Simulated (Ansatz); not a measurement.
input.yaml (Ansatz)

```yaml
crystal:
  lattice:
    - [4.626911281, 0.0, 0.0]
    - [-2.3134556405, 4.0070227104, 0.0]
    - [0.0, 0.0, 7.5340290846]
  atoms:
    - { symbol: K, position: [0.3333333333, 0.6666666667, 0.25] }
    - { symbol: K, position: [0.6666666667, 0.3333333333, 0.75] }
hamiltonian:
  xc: lda
  pseudopotentials:
    kind: paw
    azcp:
      K: "pseudopotentials/K.paw.azcp"
basis:
  ecutwfc: 420
  fft_grid_basis: typed
kpoints:
  mp_grid: { grid: [9, 9, 5], shift: [0, 0, 0] }
magnetization:
  spin_polarized: false
scf:
  occupations: { method: fermi_dirac, width: 0.1 }
  lower_state_search: "off"
output:
  stress: true
```

Output

```
Warning: the record states the generating functional pbe (its physics header spells it `PBE`), which answers neither for hamiltonian.xc's functional nor for the lda family's — results may be inconsistent (PPs are generated against a specific XC)
Engine: ansatz 0.2.0, aarch64-unknown-linux-gnu
Pseudopotentials: kind: paw
Pseudopotential: K, paw, valence charge 9, recommended cutoff 420 eV (normal) 
Functional definition: SPW92
  exchange = slater_x
  correlation = pw_c
Crystal: 2 atoms, lattice volume = 139.682 Å³
Basis set: ecut = 420 eV, 2743 PW (Γ)
Bands: 13, of which v1, the nominal top of the filled ones, is band 9 counted from 1 (8 counted from 0)
Symmetry: 24 space group operations
Space group: P63/mmc (ITA 194), of the structure as read, at distance tolerance 5.2e-5 Å
k-points: 36 of 405
Non-local potential: K, projectors of the file, l = 0: 3, l = 1: 2, l = 2: 2
PAW form: soft (Blöchl's): semilocal exchange-correlation on the pseudo side does not see the compensation charge
PAW frozen core: K, regenerated for the run's functional, and the local potential with it (the file was generated under x = pbe(κ = 0.804, μ = 0.2195149727645171), c = pbe(β = 0.06672455060314922))
PAW one-centre angular grid: K, 110 points (default); XC on 64 Gauss nodes
Initial density: superposition of atomic densities (neutral atoms: chi_scale 0, normalization atom), corrected by the library's trained network
Initial wavefunctions: pseudopotential atomic-orbital guess
Functional: x = slater, c = lda
SCF iter   1: F=—  HF=-2992.518873 eV  |F-HF|=—  |Δ(HF+E_count)|=         —  Δρ=3.28e-3  dr2=4.79e-3  ethr=1.77e-3  ⟨swp⟩=6.3  Hψ=3141  notcnv=0
SCF iter   2: F=—  HF=-2992.518014 eV  |F-HF|=—  |Δ(HF+E_count)|=   8.59e-4  Δρ=1.77e-3  dr2=1.48e-3  ethr=2.66e-5  ⟨swp⟩=1.3  Hψ=796  notcnv=0
SCF iter   3: F=—  HF=-2992.517871 eV  |F-HF|=—  |Δ(HF+E_count)|=   1.43e-4  Δρ=1.23e-4  dr2=2.51e-5  ethr=8.24e-6  ⟨swp⟩=1.7  Hψ=498  notcnv=0
SCF iter   4: F=—  HF=-2992.517891 eV  |F-HF|=—  |Δ(HF+E_count)|=   2.05e-5  Δρ=4.36e-5  dr2=4.68e-6  ethr=1.40e-7  ⟨swp⟩=2.9  Hψ=794  notcnv=0
SCF iter   5: F=—  HF=-2992.517895 eV  |F-HF|=—  |Δ(HF+E_count)|=   3.58e-6  Δρ=1.47e-5  dr2=6.57e-7  ethr=2.60e-8  ⟨swp⟩=1.8  Hψ=508  notcnv=0
SCF iter   6: F=-2992.517895 eV  HF=-2992.517895 eV  |F-HF|=1.47e-9  |Δ(HF+E_count)|=   8.78e-8  Δρ=5.50e-6  dr2=3.59e-8  ethr=5.56e-10  ⟨swp⟩=4.1  Hψ=1540  notcnv=0
SCF 1 converged in 6 iterations: F = -2992.517895 eV  dr2 = 3.59e-8
SCF converged after 6 iterations
Free energy (F): -2992.517895 eV
Harris-Foulkes:  -2992.517895 eV  (|F-HF|=1.47e-9)
Internal energy: -2992.470730 eV  (E = F + TS)
E sigma→0 (E₀):  -2992.494312 eV
Entropy (-TS):   -0.047165 eV (-23.583 meV/atom)
Fermi energy:    1.783001 eV
--- Per-component energies (eV) ---
  E_band       = -283.054357
  E_kinetic    = 503.457457
  E_local      = -1489.557374  (includes V_loc(G=0)·N_el)
  E_nonlocal   = 31.471064
  E_hartree    = 527.712006
  E_xc         = -262.627408
  E_vxc        = -322.714237  (∫ρ·V_xc dr)
  E_paw        = -1485.438785  (= ΣΔE_a)
  E_vpaw       = -61.136163  (= ΣTr[D̂ρ^β])
  E_aug_tail   = -0.000006  (compensation charges beyond the density's cutoff)
  E_ewald      = -818.002684
  E_core_change = 0.515000  (= ΣΔE_core)
  E_smearing   = -0.047165  (= −TS)
  E_closure    = -0.000000  (closes the sum)
  Σ components = -2992.517895   (vs F -2992.517895, Δ=0.00e0)
--- Stress (GPa, compression-positive) ---
       -0.327759      -0.000000      -0.000000
       -0.000000      -0.327759      -0.000000
       -0.000000      -0.000000      -0.255785
  P = ⅓ Tr σ = -0.3038 GPa (-3.038 kbar)
```
